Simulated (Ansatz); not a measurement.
Relaxed ZnSe (zinc blende):

```
CELL_PARAMETERS angstrom
      0.00000     5.73301     5.73301
      2.86650     2.86650     5.73301
      2.86650     2.86650     0.00000
ATOMIC_POSITIONS crystal
  Se 0.00000 0.75000 0.75000
  Se 0.50000 0.75000 0.75000
  Zn 0.00000 0.00000 0.00000
  Zn 0.50000 0.00000 0.00000
```

The atoms are displaced by Q × the pattern below (from a DFPT mode at X = (0.5, 0.5, 0.0), largest move 1; Q in Å), at fixed cell. It is one choice among 2 degenerate patterns. (q is in reciprocal vectors of the primitive cell; the cell shown is doubled to hold the pattern.)

| atom | x | y | z |
|---|---|---|---|
| Se1 | 0.690 | 0.000 | 0.000 |
| Se2 | -0.690 | 0.000 | 0.000 |
| Zn3 | 0.000 | 1.000 | 0.000 |
| Zn4 | 0.000 | -1.000 | 0.000 |

Calculation: PBE (plane waves to 420 eV, PAW, scalar-relativistic; Ansatz, an electronic-structure program). k mesh 10×10×10 (Γ-centred), Fermi-Dirac smearing 0.05 eV. Energies are smeared free energies. ZnSe was relaxed with its symmetry unable to fall. ΔE is measured from the undisplaced structure.

The scan covers Q from -0.280 to 0.280 Å in 13 points.

Problem. Is this a single well or a double well?

Solution. A single well with its minimum at or next to zero displacement.

Problem. Which space group does the distorted structure have?

Solution. C222_1 (No. 20), lowered from F-43m.

Problem. What is the energy change at Q = 0.280 Å?

Solution. 139.6 meV/cell.

Problem. What harmonic wavenumber does the curvature at Q = 0 give?

Solution. 68 cm⁻¹.

(A displaced cell: forces are minus the slopes of the energy, force constants its curvatures, and phonons follow from these.)
